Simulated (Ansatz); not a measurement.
ZrPt:
Space group Cmcm (No. 63); a = 3.4416 Å, b = 10.3935 Å, c = 4.2812 Å, α = 90.00°, β = 90.00°, γ = 90.00°

| atom | site | symmetry | x | y | z |
|---|---|---|---|---|---|
| Zr | 4c | m2m | 0.0000 | 0.1412 | 0.7500 |
| Pt | 4c | m2m | 0.0000 | 0.5923 | 0.2500 |
(The calculation used a cell of 4 atoms; values per cell refer to that cell.)

Relaxed with r²SCAN.

Task: Which orbitals make up the states near the Fermi level in the program Ansatz at the r²SCAN level (PAW)?

Result: Within 0.5 eV of the Fermi level: Zr 4d 63 %, Pt 5d 12 %, Zr 5s 5 %, outside the projected shells 14 %. Projections are on Löwdin-orthogonalised atomic valence shells; empty p or d shells of many metals are not among them.

Task: Tabulate the density of states.

Result: States/eV per cell of 4 atoms, in 0.25 eV bins, energy from the Fermi level.

```csv
E (eV),total,Pt 5d,Zr 4d,Pt 6s
-7.85,0.26,0.00,0.00,0.12
-7.60,0.35,0.01,0.01,0.17
-7.35,0.46,0.01,0.01,0.22
-7.10,0.60,0.03,0.03,0.29
-6.85,0.69,0.05,0.05,0.34
-6.60,0.87,0.10,0.09,0.41
-6.35,1.38,0.28,0.22,0.59
-6.10,2.64,0.82,0.58,0.93
-5.85,3.19,1.58,0.68,0.67
-5.60,4.41,2.77,0.86,0.55
-5.35,6.08,4.68,0.97,0.17
-5.10,8.78,6.93,1.19,0.22
-4.85,7.17,5.87,0.87,0.13
-4.60,5.30,4.43,0.66,0.06
-4.35,6.67,5.39,0.84,0.11
-4.10,6.21,4.89,0.77,0.12
-3.85,6.55,5.07,0.96,0.14
-3.60,5.95,4.67,0.90,0.13
-3.35,6.88,5.41,0.99,0.24
-3.10,8.12,6.60,0.98,0.26
-2.85,6.12,4.70,0.78,0.36
-2.60,4.22,2.48,0.87,0.60
-2.35,1.43,0.86,0.28,0.19
-2.10,1.49,0.87,0.31,0.22
-1.85,0.65,0.23,0.20,0.11
-1.60,0.95,0.23,0.43,0.10
-1.35,1.49,0.26,0.83,0.09
-1.10,2.48,0.38,1.49,0.10
-0.85,3.14,0.40,1.94,0.10
-0.60,3.09,0.33,1.92,0.12
-0.35,2.82,0.28,1.89,0.12
-0.10,1.43,0.17,0.90,0.07
0.15,1.79,0.22,1.06,0.10
0.40,2.06,0.27,1.28,0.09
0.65,2.96,0.35,1.94,0.08
0.90,4.44,0.75,3.16,0.08
1.15,4.27,0.81,3.13,0.07
1.40,4.46,0.80,3.35,0.05
1.65,4.39,0.75,3.33,0.06
1.90,3.73,0.58,2.87,0.05
2.15,3.29,0.44,2.57,0.05
2.40,3.73,0.39,3.02,0.06
2.65,3.13,0.32,2.57,0.04
```

The workflow started from a Materials Project entry (that database holds measured and hypothetical structures alike); the Crystallography Open Database copy checked does not list it. COD files the formula under space group No. 221, so this cell is another polymorph or a model. Whether it is the stable phase at ambient conditions was not checked. The cell was relaxed with r²SCAN under the symmetry of its start; whether a distortion lowers the energy is not shown. The run is not spin-polarised. Axis ratios of metals converge slowly with the k-mesh, so a and c are less sure than the volume. Scalar-relativistic: spin–orbit coupling is off unless named, which matters more the heavier the elements.

Potentials: the later of the program's two PAW sets.
